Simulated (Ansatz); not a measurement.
**YAs4Ir6: reading a single point**

```yaml
crystal:
  lattice:
    - [7.23885, 0.00000, 0.00000]
    - [-3.61942, 6.26903, 0.00000]
    - [0.00000, 0.00000, 3.77474]
  atoms:
    - { symbol: Ir, position: [0.53500, 0.46500, 0.00000] }
    - { symbol: Ir, position: [0.93000, 0.46500, 0.00000] }
    - { symbol: Ir, position: [0.53500, 0.07000, 0.00000] }
    - { symbol: Y, position: [0.00000, 0.00000, 0.00000] }
    - { symbol: As, position: [0.81200, 0.18800, 0.50000] }
    - { symbol: As, position: [0.37600, 0.18800, 0.50000] }
    - { symbol: As, position: [0.81200, 0.62400, 0.50000] }
    - { symbol: As, position: [0.33330, 0.66670, 0.00000] }
    - { symbol: Ir, position: [0.20020, 0.79980, 0.50000] }
    - { symbol: Ir, position: [0.59960, 0.79980, 0.50000] }
    - { symbol: Ir, position: [0.20020, 0.40040, 0.50000] }
```

Method: r2SCAN, no spin polarisation; PAW, plane waves to 500 eV, 6×6×9 Γ-centred mesh, fermi-dirac occupations (width 0.1 eV) (Ansatz 0.2.0), atoms fixed.

**Question.** Where is the largest force?

**Answer.** The largest is on Ir10 (and as large on other atoms): 1.21 eV/Å, components (1.04, 0.60, 0.00). It makes 57° with the line to a nearest neighbour, As7 at 2.44 Å.

**Question.** Give the Bader charges.

**Answer.** Bader charges in e: Y +1.82, As +0.02 to +0.34, Ir -0.51 to -0.23. In the mean Y gives up most and Ir takes most.

**Question.** Is there a gap?

**Answer.** It is a metal, with about 5.2 states/eV a cell as the mean within 0.25 eV of the Fermi level, mostly Ir d (71 %) and As p (14 %).

**Question.** Describe some of the short contacts.

**Answer.** As–Ir at 2.44 Å: least valence density 0.61 e/Å³ and ELF 0.47 there. Ir–Ir at 2.86 Å: least valence density 0.34 e/Å³ and ELF 0.31 there. Y–As at 3.02 Å: least valence density 0.17 e/Å³ and ELF 0.10 there. These are pseudo-fields; inside the PAW spheres they differ from the all-electron ones.

**Question.** Is the cell too large or too small?

**Answer.** The pressure is 4.8 GPa (compression positive), so with the atoms held at these fractions the cell would first expand; the forces are large, so a full relaxation may end otherwise. The principal stresses 2.4, 2.4, 9.5 GPa differ, so its shape would change too.

Origin: a known structure type with other elements, at an estimated volume, so it need not be a known compound.
